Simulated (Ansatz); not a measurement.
**Nb3N5: the gap against volume**

Nb3N5, Cmcm, a = 3.867 Å, b = 10.236 Å, c = 10.236 Å. The structure is a Materials Project entry; whether it is the stable form wasn't checked. Ansatz: PBEsol, PAW, 420 eV, Γ-centred 8×8×4 mesh on 16 atoms, Gaussian smearing 0.02 eV; no spin polarisation. Shape and atoms are relaxed at each volume; x = ln(V/V0) with V0 = 12.661 Å³/atom. The gap is read at the mesh points alone.

| x | gap y (eV) |
| --- | --- |
| -0.1278 | ? |
| -0.0943 | 0.643 |
| -0.0619 | 0.679 |
| -0.0305 | 0.709 |
| 0.0000 | 0.734 |
| 0.0296 | 0.764 |
| 0.0583 | 0.794 |
| 0.0953 | 0.838 |

**Question.** Fit a straight line to the other rows, give the volume deformation potential of the gap and its pressure coefficient, and predict the missing gap. B0 = 228.3 GPa.

**Answer.** Means x = -0.0005000, y = 0.73729; Σ(Δx)² = 0.02701, ΣΔxΔy = 0.02706; the slope is their ratio. y = 0.7378 + 1.002 x. The slope is the deformation potential a = dE_g/d ln V = 1.00 eV, and dE_g/dP = −a/B0 = -4.39 meV/GPa. At x = -0.1278 the fit asked for gives 0.610 eV. The run gave 0.595 eV, so the fit is 0.015 eV too high, 6.2 % of the span of the series, against an rms of 0.003 eV on the fitted rows. The row lies outside the fitted range. With a term in x² added, a fit to the same known rows predicts 0.616 eV, further off still.

Semilocal functionals give gaps under the measured ones; changes of the gap mostly carry over better.

Cost: 8 runs of about 27 core-minutes in all, on AMD EPYC 9R45 (Zen 5) (shared hosts).